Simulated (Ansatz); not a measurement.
ZrPt3 in space group P6_3/mmc (No. 194; Zr on 2a, Zr on 2c, Pt on 6g, Pt on 6h) at seven volumes, DFT-r²SCAN in the program Ansatz with PAW potentials, shape and atoms relaxed at each. One row is withheld.

```
V (Å³/atom)  P (GPa)
-----------  -------
14.816         28.51
15.304         17.28
15.792          7.87
16.281          0.00
16.769             ?
17.258        -12.09
17.746        -16.68
```

Task: Fit the shown pressures and predict the withheld one.

Result: Third-order Birch–Murnaghan: P = (3/2)B₀(x^(7/2) − x^(5/2))[1 + (3/4)(B′ − 4)(x − 1)] with x = (V₀/V)^(2/3). Least squares on the six rows gives V₀ = 16.281 Å³/atom, B₀ = 239.4 GPa, B′ = 4.94. At V = 16.769, x = 0.9805 and P = -6.57 GPa. The run itself gave -6.59 GPa.

The workflow started from a Materials Project entry (that database holds measured and hypothetical structures alike); the Crystallography Open Database copy checked does not list it. COD files the formula under space group No. 221. Whether it is the stable phase at ambient conditions was not checked. Symmetry was held in the r²SCAN relaxation; whether a distortion lowers the energy is not shown. The run is not spin-polarised. Spin–orbit coupling is left out wherever it is not named.

Potentials: the later of the program's two PAW sets.
